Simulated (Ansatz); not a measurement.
CaCu2Si2: enthalpy under pressure, worked through

These are results of Ansatz 0.2.0, DFT r2SCAN, scalar-relativistic, plane waves, PAW, not measurements. (500 eV cutoff, 12×12×12 k-mesh, Gaussian smearing of 0.10 eV, no spin polarisation)

Starting point, cell and atoms relaxed:

```
CELL_PARAMETERS angstrom
-2.01659 2.01659 4.93069
2.01659 -2.01659 4.93069
2.01659 2.01659 -4.93069
ATOMIC_POSITIONS crystal
Ca 0.00000 0.00000 0.00000
Si 0.37981 0.37981 0.00000
Si 0.62019 0.62019 0.00000
Cu 0.75000 0.25000 0.50000
Cu 0.25000 0.75000 0.50000
```

Cell and atoms were relaxed at each target pressure within the start's symmetry (I4/mmm), at zero temperature; other phases can be more stable under pressure. H = E + PV with P the target; E is the free energy at the smearing used, whose derivative the pressure is, per atom and counted from zero pressure. The mesh named is that at zero pressure; some other pressures ran on another.

```tsv
P (GPa)	V (Å³/atom)	E − E0 (meV)	H − H0 (meV)
0	16.041	0.0	0.0
1	15.889	0.5	99.7
4	15.470	6.9	393.2
12	14.571	50.7	1142.0
25	13.518	169.7	2278.9
50	12.186	473.1	4275.9
```

**Question.** Thermodynamics gives dH/dP = V along a relaxed path. Integrate V over P by the trapezoid rule and compare with the computed enthalpies.

**Answer.** With 1 eV/Å³ = 160.22 GPa, each step adds the mean volume times ΔP / 160.22:
```
P (GPa)  ∫V dP (meV) H − H0 (meV) difference (meV)
      1         99.6          99.7               0.0
      4        393.2         393.2               0.1
     12       1143.2        1142.0               1.2
     25       2282.8        2278.9               3.9
     50       4288.1        4275.9              12.2
```

V(P) curves upward, so the trapezoid rule runs high; integrating a smooth curve through the same points (P as a polynomial of degree 4 in ln V) puts that excess at about 11.9 meV at 50 GPa, against the 12.2 meV found.

**Question.** At 50 GPa, how much of the enthalpy change is stored energy and how much is the PV term?

**Answer.** E rises by 473 meV/atom and PV is 50 × 12.186 / 160.22 = 3803 meV/atom, so PV makes 89 % of ΔH. So between rival structures at high pressure a small difference in volume can outweigh the difference in energy: 1 % of this volume is worth 38.0 meV/atom at this pressure.

**Question.** What bulk modulus do the lowest pressures give?

**Answer.** From the pressures that the runs reached, -1.00 GPa (16.211 Å³) and 1.02 GPa (15.889 Å³), B = −ΔP/Δln V = 2.02 / 0.0201 = 101 GPa, a mean over that range.